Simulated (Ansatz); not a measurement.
GaAs:
```xyz
2
Lattice="0.0000 2.8294 2.8294 2.8294 0.0000 2.8294 2.8294 2.8294 0.0000" Properties=species:S:1:pos:R:3 pbc="T T T"
Ga     0.0000     0.0000     0.0000
As     4.2442     4.2442     4.2442
```

Relaxed with PBEsol.

Problem. Give the optical modes at the zone centre with their infrared activity from DFPT, DFT-PBEsol in the program Ansatz with PAW potentials.

Solution. Transverse frequencies, without the LO–TO term; a row sums one degenerate level.

| ω (cm⁻¹) | degeneracy | IR ((D/Å)²/amu) | activity | symmetry |
|---|---|---|---|---|
| 263 | 3 | 8.58 | IR | T2 |

Problem. How high does the top mode go among those that the LO–TO term moves?

Solution. 280 cm⁻¹ for q along x.

Space group F-43m (zinc blende). The cell was relaxed with PBEsol under the symmetry of its start; phonons on a q-mesh show no instability.

Potentials: the later of the program's two PAW sets.
